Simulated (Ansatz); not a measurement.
A plane-wave DFT run in Ansatz 0.2.0 (scalar-relativistic PAW potentials unless the input names others): input and command.

```yaml
crystal:
  lattice:
    - [2.5454329574, 0.0, 0.0]
    - [-1.2727164787, 2.2044096047, 0.0]
    - [0.0, 0.0, 12.5519880633]
  atoms:
    - { symbol: C, position: [0.0, 0.0, 0.1868577048] }
    - { symbol: C, position: [0.0, 0.0, 0.6868577048] }
    - { symbol: C, position: [0.0, 0.0, 0.3131422952] }
    - { symbol: C, position: [0.0, 0.0, 0.8131422952] }
    - { symbol: C, position: [0.3333333333, 0.6666666667, 0.5207667974] }
    - { symbol: C, position: [0.6666666667, 0.3333333333, 0.0207667974] }
    - { symbol: C, position: [0.3333333333, 0.6666666667, 0.9792332026] }
    - { symbol: C, position: [0.6666666667, 0.3333333333, 0.4792332026] }
    - { symbol: C, position: [0.3333333333, 0.6666666667, 0.6450902117] }
    - { symbol: C, position: [0.6666666667, 0.3333333333, 0.1450902117] }
    - { symbol: C, position: [0.3333333333, 0.6666666667, 0.8549097883] }
    - { symbol: C, position: [0.6666666667, 0.3333333333, 0.3549097883] }
basis:
  ecutwfc: 420
kpoints:
  mp_grid: { grid: [12, 12, 2] }
hamiltonian:
  xc: pbe
scf:
  occupations: { method: gaussian, width: 0.02 }
output:
  forces: true
  eigenvalues: true
  stress: true
relax:
  adjacent_minimum: "off"
  f_tol: 0.01
  max_steps: 30
  cell: { stress_tol: 0.1, fix: [volume] }
total_charge: -1
```

```bash
ansatz run input.yaml --threads 2 --pin off --max-ram 5120MiB --backend cpu --events-out ev --progress --plain --runs-dir out
```

Abridged log:
```
Basis set: ecut = 420 eV, 1415 PW (Γ), exchange–correlation on 36×36×180 points (8 copies of the dense FFT grid, shifted against one another)
Bands: 37, of which v1, the nominal top of the filled ones, is band 25 counted from 1 (24 counted from 0)
Symmetry: 24 space group operations
k-points: 38 of 288
SCF iter   1: F=—  HF=-2991.942033 eV  |F-HF|=—  |Δ(HF+E_count)|=         —  Δρ=1.17e-2  dr2=7.67e-2  ethr=1.77e-3  ⟨swp⟩=6.5  Hψ=6384  notcnv=0  defer=37
SCF iter   2: F=—  HF=-2991.925276 eV  |F-HF|=—  |Δ(HF+E_count)|=   1.68e-2  Δρ=4.77e-3  dr2=1.23e-2  ethr=1.56e-4  ⟨swp⟩=3.0  Hψ=2838  notcnv=0  defer=224
SCF iter   3: F=—  HF=-2991.924156 eV  |F-HF|=—  |Δ(HF+E_count)|=   1.12e-3  Δρ=5.44e-4  dr2=1.81e-4  ethr=2.51e-5  ⟨swp⟩=2.5  Hψ=2237  notcnv=0  defer=224
SCF iter   4: F=—  HF=-2991.924230 eV  |F-HF|=—  |Δ(HF+E_count)|=   7.37e-5  Δρ=1.98e-4  dr2=1.00e-4  ethr=3.69e-7  ⟨swp⟩=2.1  Hψ=2014  notcnv=0  defer=224
SCF iter   5: F=—  HF=-2991.924219 eV  |F-HF|=—  |Δ(HF+E_count)|=   1.10e-5  Δρ=2.87e-5  dr2=3.57e-7  ethr=2.05e-7  ⟨swp⟩=2.2  Hψ=1639  notcnv=0  defer=224
SCF iter   6: F=—  HF=-2991.924192 eV  |F-HF|=—  |Δ(HF+E_count)|=   2.63e-5  Δρ=8.13e-6  dr2=2.27e-8  ethr=2.04e-10  ⟨swp⟩=11.0  Hψ=7004  notcnv=0
SCF iter   7: F=-2991.924192 eV  HF=-2991.924192 eV  |F-HF|=4.24e-10  |Δ(HF+E_count)|=   1.67e-8  Δρ=1.36e-6  dr2=1.53e-9  ethr=4.64e-11  ⟨swp⟩=1.9  Hψ=3981  notcnv=0
SCF 1 converged in 7 iterations: F = -2991.924192 eV  dr2 = 1.53e-9
relax step   1: F+E_penalty+E_count = -2991.92419242 eV  Δ(F+E_penalty+E_count) = +0.000e0 eV  max|allowed force component| = 3.631e-1 eV/Å  Δτ_max = 0.0000 Å  P = -13.001 GPa  Ω = 70.431 Å³  fix = [volume]  reactions: volume -13.001 GPa (7 SCF iters, dr2 threshold 1.00e-7 eV, accepted)
Basis set: ecut = 420 eV, 1403 PW (Γ), exchange–correlation on 36×36×180 points (8 copies of the dense FFT grid, shifted against one another)
Initial density: handed on by an earlier stage of this run
Initial wavefunctions: those handed on with the density
SCF iter   1: F=—  HF=-2991.975580 eV  |F-HF|=—  |Δ(HF+E_count)|=         —  Δρ=3.55e-3  dr2=4.03e-3  ethr=8.22e-6  ⟨swp⟩=3.8  Hψ=8012  notcnv=0  defer=1
   ...
SCF iter   5: F=-2991.985462 eV  HF=-2991.985462 eV  |F-HF|=2.32e-11  |Δ(HF+E_count)|=  3.87e-11  Δρ=1.48e-7  dr2=3.20e-11  ethr=1.00e-12  ⟨swp⟩=2.1  Hψ=1774  notcnv=0
SCF iter   6: F=-2991.985462 eV  HF=-2991.985462 eV  |F-HF|=9.09e-13  |Δ(HF+E_count)|=  3.64e-12  Δρ=3.60e-8  dr2=4.63e-13  ethr=1.00e-12  ⟨swp⟩=3.3  Hψ=4096  notcnv=0
SCF 7 converged in 6 iterations: F = -2991.985462 eV  dr2 = 4.63e-13
relax step   7: F+E_penalty+E_count = -2991.98546212 eV  Δ(F+E_penalty+E_count) = -1.647e-5 eV  max|allowed force component| = 4.846e-4 eV/Å  Δτ_max = 0.0001 Å  P = -13.051 GPa  Ω = 70.431 Å³  energy of the carried Pulay correction = +2.437e-7 eV  fix = [volume]  reactions: volume -13.051 GPa (6 SCF iters, dr2 threshold 9.75e-8 eV, accepted)
SCF iter   1: F=—  HF=-2991.985594 eV  |F-HF|=—  |Δ(HF+E_count)|=         —  Δρ=4.07e-6  dr2=1.46e-9  ethr=8.25e-9  ⟨swp⟩=4.2  Hψ=10895  notcnv=0
SCF iter   2: F=-2991.985555 eV  HF=-2991.985555 eV  |F-HF|=1.33e-9  |Δ(HF+E_count)|=   3.86e-5  Δρ=2.01e-6  dr2=3.38e-10  ethr=2.98e-12  ⟨swp⟩=3.0  Hψ=2813  notcnv=0
SCF iter   3: F=-2991.985555 eV  HF=-2991.985555 eV  |F-HF|=2.73e-11  |Δ(HF+E_count)|=   1.35e-9  Δρ=3.09e-7  dr2=2.07e-11  ethr=1.00e-12  ⟨swp⟩=2.3  Hψ=2313  notcnv=0
SCF iter   4: F=-2991.985555 eV  HF=-2991.985555 eV  |F-HF|=5.91e-12  |Δ(HF+E_count)|=  2.96e-11  Δρ=9.09e-8  dr2=2.88e-12  ethr=1.00e-12  ⟨swp⟩=1.0  Hψ=1406  notcnv=0
SCF iter   5: F=-2991.985555 eV  HF=-2991.985555 eV  |F-HF|=3.64e-12  |Δ(HF+E_count)|=  4.09e-12  Δρ=5.68e-8  dr2=6.95e-13  ethr=1.00e-12  ⟨swp⟩=1.0  Hψ=1406  notcnv=0
SCF iter   6: F=-2991.985555 eV  HF=-2991.985555 eV  |F-HF|=9.09e-13  |Δ(HF+E_count)|=  2.73e-12  Δρ=1.54e-8  dr2=6.36e-14  ethr=1.00e-12  ⟨swp⟩=2.3  Hψ=3355  notcnv=0
SCF 8 converged in 6 iterations: F = -2991.985555 eV  dr2 = 6.36e-14
SCF converged after 6 iterations
Free energy (F): -2991.985555 eV
Harris-Foulkes:  -2991.985555 eV  (|F-HF|=9.09e-13)
Internal energy: -2991.984625 eV  (E = F + TS)
E sigma→0 (E₀):  -2991.985090 eV
Entropy (-TS):   -0.000930 eV (-0.078 meV/atom)
Fermi energy:    17.779852 eV
--- Forces (eV/Å), atoms counted from 1 ---
  atom   1  C      0.00000000     0.00000000    -0.00034780
  atom   2  C      0.00000000     0.00000000    -0.00034780
  atom   3  C      0.00000000     0.00000000     0.00034780
  atom   4  C      0.00000000     0.00000000     0.00034780
  atom   5  C      0.00000000     0.00000000    -0.00002617
  atom   6  C      0.00000000     0.00000000    -0.00002617
  atom   7  C      0.00000000     0.00000000     0.00002617
  atom   8  C      0.00000000     0.00000000     0.00002617
  atom   9  C      0.00000000     0.00000000    -0.00052949
  atom  10  C      0.00000000     0.00000000    -0.00052949
  atom  11  C      0.00000000     0.00000000     0.00052949
  atom  12  C      0.00000000     0.00000000     0.00052949
--- Stress (GPa, compression-positive) ---
      -13.049495       0.000000       0.000000
        0.000000     -13.049495       0.000000
        0.000000       0.000000     -13.052068
  P = ⅓ Tr σ = -13.0504 GPa (-130.504 kbar)
--- Relaxed structure (6 steps of the walk, 6 accepted, 2 SCFs on fresh bases) ---
  F+E_penalty+E_count = -2991.98555529 eV   max|allowed force component| = 5.295e-4 eV/Å   (the final SCF, on the basis selected at the relaxed cell)
  cell:  # Å, volume = 70.4314 Å³
    - [2.56392800, 0.0, 0.0]
    - [-1.28196400, 2.22042678, 0.0]
    - [0.0, 0.0, 12.37155216]
  atoms:
    - { symbol: C, position: [0.0, 0.0, 0.18731363] }
    - { symbol: C, position: [0.0, 0.0, 0.68731363] }
    - { symbol: C, position: [0.0, 0.0, 0.31268636] }
    - { symbol: C, position: [0.0, 0.0, 0.81268636] }
    - { symbol: C, position: [0.33333333, 0.66666666, 0.52042209] }
    - { symbol: C, position: [0.66666666, 0.33333333, 0.02042209] }
    - { symbol: C, position: [0.33333333, 0.66666666, 0.97957790] }
    - { symbol: C, position: [0.66666666, 0.33333333, 0.47957790] }
    - { symbol: C, position: [0.33333333, 0.66666666, 0.64555667] }
    - { symbol: C, position: [0.66666666, 0.33333333, 0.14555667] }
    - { symbol: C, position: [0.33333333, 0.66666666, 0.85444332] }
    - { symbol: C, position: [0.66666666, 0.33333333, 0.35444332] }
```

Apart from outputs and empty bands, the input differs from a reference run on usual settings in total_charge: not typed → -1. The reference, at the same start, ended its own course with pressure -12.12 GPa, largest force 0.003 eV/Å, gap on the mesh 4.37 eV. This run converged in 49 SCF iterations over all its steps (reference: 24) with a total energy on another zero, pressure -13.05 GPa (with the neutralising background of the charged cell), largest force 0.001 eV/Å, no gap on the mesh.

Time: 23 s on 2 threads of Arm Neoverse V1, on a shared host, peak memory 0.36 GiB.